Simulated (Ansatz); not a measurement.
# Computed properties of BAs

BAs in space group Pm-3n (No. 223; B on 6c, As on 6d), a = b = c = 5.8901 Å, α = β = γ = 90.00°.

Space group Pm-3n (No. 223); conventional cell a = 5.890 Å, b = 5.890 Å, c = 5.890 Å, α = 90.00°, β = 90.00°, γ = 90.00°.

Method: plane-wave PAW r²SCAN (Ansatz code). Geometry: relaxed at this level of theory. Other levels are named where they apply.

Cell and energy:

```json
{
 "volume_per_atom": "17.03 Å³",
 "density": "4.18 g/cm³"
}
```

Electronic structure:

```json
{
 "band_gap": "0.61 eV (indirect)",
 "valence_band_maximum": "at Γ",
 "conduction_band_minimum": "on the Γ–X line, 84 % of the way from Γ (6 equivalent valleys)",
 "smallest_direct_gap_on_the_standard_path": "1.02 eV",
 "electron_effective_mass": "0.32, 0.32, 0.60 mₑ (principal values)",
 "Electron effective mass with spin–orbit coupling": "0.32, 0.32, 0.60 mₑ (principal values)",
 "Hole effective mass, band 1 of 3 at the edge": "1.2 along [100], 1.2 along [110], 0.49 along [111] (mₑ)",
 "Hole effective mass, band 2 of 3 at the edge": "1.2 along [100], 0.38 along [110], 0.49 along [111] (mₑ)",
 "Hole effective mass, band 3 of 3 at the edge": "0.14 along [100], 0.18 along [110], 0.20 along [111] (mₑ)",
 "Hole effective mass with spin–orbit coupling, band 1 of 2 at the edge": "1.1 along [100], 0.60 along [110], 0.49 along [111] (mₑ)",
 "Hole effective mass with spin–orbit coupling, band 2 of 2 at the edge": "0.19 along [100], 0.22 along [110], 0.25 along [111] (mₑ)",
 "HSE06 gap on the r²SCAN cell": "1.18 eV",
 "Gap with spin–orbit coupling": "0.55 eV"
}
```

Mechanics:

```json
{
  "Bulk modulus (Birch–Murnaghan fit)": "106 GPa",
  "Pressure derivative B′": "4.1",
  "Elastic constants (relaxed ions, GPa)": "C11 = 237, C12 = 40.3, C44 = 71.5",
  "mechanical_stability": "stable (all eigenvalues of C positive)",
  "hill_bulk_and_shear_moduli": "106 and 81.2 GPa",
  "Young's modulus": "194 GPa",
  "Poisson's ratio": "0.19",
  "debye_temperature_from_the_elastic_constants": "563 K"
}
```

Charges:

```json
{
 "bader_charges": "B +0.17, As -0.17 e"
}
```

The start of the workflow was typed in or built on a structure type; neither database checked (COD, Materials Project) lists it. It is not the phase usual at ambient conditions (space group No. 216). Symmetry was held in the r²SCAN relaxation; whether a distortion lowers the energy is not shown. Scalar-relativistic: spin–orbit coupling is off unless named, which matters more the heavier the elements.

Potentials: the later of the program's two PAW sets.
